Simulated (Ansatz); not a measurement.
SiGe in space group Pmma (No. 51; Si on 2e, Ge on 2f) under volume change, DFT-r²SCAN in the program Ansatz with PAW potentials, shape and atoms relaxed at each volume.

| V (Å³/atom) | E − E(relaxed) (meV/atom) | P (GPa) |
|---|---|---|
| 19.434 | 54.2 | 9.83 |
| 20.075 | 22.7 | 6.01 |
| 20.716 | 5.4 | 2.76 |
| 21.356 | 0.0 | 0.00 |
| 21.997 | ___ | ___ |
| 22.638 | 18.2 | -4.32 |
| 23.278 | ___ | ___ |

Problem. What belongs in the gaps?

Solution. 
- 21.997, E − E(relaxed) (meV/atom): 4.8
- 21.997, P (GPa): -2.34
- 23.278, E − E(relaxed) (meV/atom): 38.9
- 23.278, P (GPa): -5.99

Problem. What does a third-order Birch–Murnaghan fit give for V₀, B₀ and B′?

Solution. V₀ = 21.36 Å³/atom, B₀ = 84.4 GPa, B′ = 4.5.

The start of the workflow was typed in or built on a structure type; neither database checked (COD, Materials Project) lists it. Whether it is the stable phase at ambient conditions was not checked. The r²SCAN relaxation kept the symmetry of its start; its stability against distortions is not shown here. Scalar-relativistic: spin–orbit coupling is off unless named, which matters more the heavier the elements.

Potentials: the later of the program's two PAW sets.
